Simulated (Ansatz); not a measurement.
The start is a generated trial cell of YN in the CoSn structure type. A full variable-cell relaxation at zero pressure is run with r2SCAN (plane waves to 500 eV, PAW, scalar-relativistic; Ansatz, an electronic-structure program). The first steps use a 7×7×7 k-mesh.

Starting cell:
```yaml
crystal:
  lattice:
    - [5.70000, 0.00000, 0.00000]
    - [-2.85000, 4.93634, 0.00000]
    - [0.00000, 0.00000, 4.59941]
  atoms:
    - { symbol: Y, position: [0.50000, 0.00000, 0.00000] }
    - { symbol: Y, position: [0.50000, 0.50000, 0.00000] }
    - { symbol: Y, position: [0.00000, 0.50000, 0.00000] }
    - { symbol: N, position: [0.00000, 0.00000, 0.00000] }
    - { symbol: N, position: [0.33333, 0.66667, 0.50000] }
    - { symbol: N, position: [0.66667, 0.33333, 0.50000] }
```

```json
{
  "initial_pressure": "-14.5 GPa (negative: the cell is under tension)",
  "outcome": "The space group stays P6/mmm (No. 191) (the run could not lower it), with 6 atoms in the primitive cell",
  "energy_released": "1.55 eV/atom",
  "optimiser_moves": "15"
}
```

It ends as:

Space group P6/mmm (No. 191); a = 6.004 Å, b = 6.004 Å, c = 3.260 Å, α = 90.00°, β = 90.00°, γ = 120.00°

| atom | site | symmetry | x | y | z |
|---|---|---|---|---|---|
| Y | 3f | mmm | 0.0000 | 0.5000 | 0.0000 |
| N | 1a | 6/mmm | 0.0000 | 0.0000 | 0.0000 |
| N | 2d | -6m2 | 0.3333 | 0.6667 | 0.5000 |

Final values are on a 9×9×14 k-mesh of the relaxed cell. No spin polarisation in the result.

The run could not lose the symmetry of its start: the end is stationary, and may be a saddle point rather than a minimum.

All atoms sit on sites fixed by symmetry, so only the cell could relax.

The relaxed structure here is a generated cell of YN: the first start was made by placing the elements on the sites of a structure type, and the end was not matched to a known phase here, so it may be hypothetical. Known forms of YN include space group No. 225.
